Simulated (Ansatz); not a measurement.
TiPt$_{3}$, first-principles data

TiPt3:
```xyz
16
Lattice="5.5207 0.0000 0.0000 -2.7603 4.7811 0.0000 0.0000 0.0000 8.9870" Properties=species:S:1:pos:R:3 pbc="T T T"
Ti     0.0000     0.0000     0.0000
Ti     0.0000     0.0000     4.4935
Ti     2.7603     1.5937     6.7402
Ti     0.0000     3.1874     2.2467
Pt     2.7603     0.0000     0.0000
Pt     1.3802     2.3905     4.4935
Pt    -1.3802     2.3905     0.0000
Pt     2.7603     0.0000     4.4935
Pt     1.3802     2.3905     0.0000
Pt    -1.3802     2.3905     4.4935
Pt     1.3778     3.9829     6.7402
Pt     1.3825     0.7982     2.2467
Pt     2.7603     3.1847     2.2467
Pt     0.0000     1.5964     6.7402
Pt    -1.3778     3.9829     6.7402
Pt     4.1382     0.7982     2.2467
```

Space group P6_3/mmc (No. 194); conventional cell a = b = 5.521 Å, c = 8.987 Å, α = β = 90.00°, γ = 120.00°.

Method: plane-wave PAW PBEsol (Ansatz code). Geometry: relaxed at this level of theory. Other levels are named where they apply.

Cell and energy:

| Item | Result |
|---|---|
| Volume per atom | 14.83 Å³ |
| Density | 17.73 g/cm³ |
| Formation energy from the elements (no fitted shifts) | -0.88 eV/atom |

Electronic structure:

| Quantity | Value |
|---|---|
| Electronic character | metallic (no gap) |
| Density of states at the Fermi level | 0.19 states/eV per atom (mean over ±0.08 eV) |

Mechanics:

| Property | Result |
|---|---|
| Bulk modulus (Birch–Murnaghan fit) | 265 GPa |
| Pressure derivative B′ | 5.0 |
| Elastic constants (relaxed ions, GPa) | C11 = 436, C12 = 184, C13 = 174, C33 = 452, C44 = 100 |
| Mechanical stability | stable (all eigenvalues of C positive) |
| Hill bulk and shear moduli | 265 and 117 GPa |
| Young's modulus | 306 GPa |
| Poisson's ratio | 0.31 |
| Debye temperature from the elastic constants | 348 K |

The first step of the workflow began from a Materials Project structure, measured or hypothetical; the Crystallography Open Database copy checked does not list it. COD files the formula under space group No. 164, 221. Its standing as an ambient phase is unchecked. The cell was relaxed with PBEsol under the symmetry of its start; its stability against distortions is not shown here. No spin polarisation was allowed. As this level gives no gap, shear constants depend on the k-mesh and smearing (Fermi–Dirac, 0.1 eV here). Axis ratios of metals converge slowly with the k-mesh, so a and c are less sure than the volume. On the denser mesh and wider smearing of the elastic run this cell carries a stress of 0.5 GPa. The references are the lowest solids computed at this level, not always the standard phases. Spin–orbit coupling is left out wherever it is not named.

Potentials: the later of the program's two PAW sets.
